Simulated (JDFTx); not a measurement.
TiSi2(001) slab cut from bulk TiSi2 (space group Cmcm, indices of the conventional cell, lattice of the Materials Project entry mp-1077503, not re-optimised): 12 atoms in 4 planes, a 1x1 cell of 23.86 Å² (|a| = 3.530, |b| = 6.986 Å), 5.6 Å between the outermost planes, Si/Ti outermost, slab composition Ti4Si8, cell height 21.3 Å, 6×6×1 k mesh, Fermi smearing 0.01 Ha, no spin polarisation. Whether this polymorph is the ambient one wasn't checked. Neither spin polarisation nor a larger cell was tried.

Level of theory: PBE, GBRV ultrasoft potentials, plane waves to 20/100 Ha; code: a modified build of JDFTx. Liquid: CANDLE, water, 1 M KCl. Between zero charge and 0.91 V from it the run gives σ = 12.6 μC/cm², a mean capacitance of 13.9 μF/cm². The liquid has ε = 78.4, a 1:1 salt at 1 M with linear (Debye) response, and T = 298 K.

Worked example: the Debye length, the diffuse-layer capacitance, and the inner capacitance that is left when the two stand in series.

Each ion has density c = 1 × 6.022×10⁻⁴ = 6.022e-04 Å⁻³. λ² = ε kT / (8π (e²/4πε₀) c) with kT = 0.02568 eV and e²/4πε₀ = 14.40 eV Å gives λ = 3.04 Å; the log prints 3.04 Å. C_diffuse = ε₀ε/λ = 228 μF/cm². Then 1/C_inner = 1/13.9 − 1/228, so C_inner = 14.8 μF/cm², which equals a vacuum gap of ε₀/C_inner = 0.60 Å. The diffuse layer takes 6 % of the potential drop; the rest lies between the electrode's charge and the onset of the dielectric, with the electrode's own (quantum) capacitance in it. The split is a model: in the calculation solvent and ions share one smooth cavity.
